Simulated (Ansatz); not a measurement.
The elements of this relaxed trial crystal are hidden behind letters.

```
lattice vectors (Å)
   4.4893    0.0000    0.0000
   2.0281    4.2006    0.0000
   1.6438    0.4136    7.4739
fractional positions
X 0.9295 0.2028 0.6128
X 0.6039 0.4571 0.1457
X 0.2710 0.2773 0.8948
X 0.8450 0.7775 0.3738
Z 0.4655 0.8463 0.9660
Z 0.3851 0.9391 0.5070
```

Method: DFT PBE, scalar-relativistic, plane waves, PAW in Ansatz 0.2.0. Settings of the last relaxation (6-atom cell): 420 eV, 10×10×6 k points, Gaussian smearing of 0.10 eV, no spin polarisation.

```
Space group                                : P1 (No. 1)
Conventional cell                          : a = 4.489 Å, b = 4.665 Å, c = 7.664 Å, α = 81.8°, β = 77.6°, γ = 64.2°
Volume per atom                            : 23.49 Å³
Density                                    : 5.62 g/cm³
Formation energy                           : +0.24 eV/atom
Gap on the 10×10×6 mesh of the 6-atom cell : 0 eV (a metal)
```

Energies are uncorrected and count from the elements' standard states at the same level.

Question: X is a p-block element of period 5 and Z is an s-block element of period 1. Which elements are they?

Answer: X = Sn, Z = H, so the formula is Sn2H. Density times volume gives a mean mass of 5.62 × 23.49/1.6605 = 79.5 u per atom, and this set has 79.5 u. Among the elements that the hints allow, noble gases aside, only these give it. Sn on its first site has 1 H at 1.93 Å and 4 Sn at 2.95–3.18 Å; Sn on its second site is surrounded by 1 H at 2.06 Å and 3 Sn at 3.03–3.07 Å; H on its first site is surrounded by 1 Sn at 1.86 Å and 1 Sn at 2.06 Å; 3 more sites not described.

This cell was reached by moving the atoms of another relaxed cell at random and relaxing again, last within the group found; it had no such test of its own.
